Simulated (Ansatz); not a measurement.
**InSb$_{3}$ (Fm-3m), an elastic constant from a strain scan**

All numbers below come from Ansatz 0.2.0, DFT PBE+D3(BJ), scalar-relativistic, plane waves, PAW. Cutoff 420 eV, Γ-centred 12×12×12 k-points, Gaussian smearing of 0.15 eV. No spin polarisation. Energies are free energies at this smearing, counted from the undisturbed cell; pressure is positive in compression.

Zero of the scan (relaxed at this level; with this scan's settings it stands at 0.2 GPa; it needn't be the usual structure):

```
CELL_PARAMETERS angstrom
0.00000 3.72792 3.72792
3.72792 0.00000 3.72792
3.72792 3.72792 0.00000
ATOMIC_POSITIONS crystal
In 0.00000 0.00000 0.00000
Sb 0.25000 0.25000 0.25000
Sb 0.75000 0.75000 0.75000
Sb 0.50000 0.50000 0.50000
```

The cell is strained by ε times the Voigt pattern (0, 0, 1, 0, 0, 0) (xx, yy, zz, yz, xz, xy; engineering shear) with fractional coordinates fixed. The cell holds 4 atoms in V0 = 103.62 Å³. The stress column is τ = (1/V0) dE/dε, got from the stress tensor σ (compression positive) at each point as −det(1 + εP) σ : P(1 + εP)⁻¹, with P the pattern as a tensor.

| ε | ΔE (meV/atom) | τ (GPa) |
| --- | --- | --- |
| -0.0600 | 25.579 | -5.483 |
| -0.0450 | 14.142 | -3.948 |
| -0.0300 | 6.358 | -2.504 |
| 0.0000 | 0.000 | -0.214 |
| 0.0150 | 0.729 | 0.810 |
| 0.0450 | 9.360 | 2.722 |
| 0.0600 | ? | ? |

Task: Which combination of elastic constants does this scan measure, and how large is it?

Result: For small ε, τ = τ0 + Kε with K = pᵀCp, which for this pattern is C11 in the cubic axes. The parabola through τ at ε = -0.0300, 0 and 0.0150 has slope K = 71 GPa at zero. The energies per cell, E = NΔE, of the same two points give K = 2[E(ε₊)/ε₊ − E(ε₋)/ε₋]/[(ε₊ − ε₋)V0] = 72 GPa, in agreement.

Task: Predict the withheld row at ε = 0.0600 from the harmonic law, and compare.

Result: ΔE = V0(τ0 ε + Kε²/2)/N = 18.572 meV/atom and τ = 4.04 GPa. The calculation gives 17.002 meV/atom and 3.56 GPa: the energy lies 8 % below the harmonic value, as bonds soften when stretched.

In a metal these slopes depend on the k mesh and the smearing.

Cost: 7 runs of about 2.6 core-minutes in all, on Arm Neoverse V2 (shared hosts).